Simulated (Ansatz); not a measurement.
YN (rock salt): values from a third-order Birch-Murnaghan fit to a volume scan beside measured ones. Computed values: r2SCAN (plane waves to 500 eV, PAW, scalar-relativistic; Ansatz, an electronic-structure program). YN is run without spin polarisation. YN was relaxed with its symmetry unable to fall.

```tsv
quantity	reference	kind	r2SCAN	difference
Lattice constant a (Å)	4.877	measured, room temperature or unstated	4.896	+0.4 %
```

References as given in: G. Soto, M.G. Moreno-Armenta, A. Reyes-Serrato, Computational Materials Science (2007), arXiv:cond-mat/0703568. Values not taken to low temperature hold thermal and zero-point shifts that a static calculation lacks, so small differences there are no errors of the method.

(Under strain, the slope of the energy per volume gives the stress and its curvature an elastic modulus.)
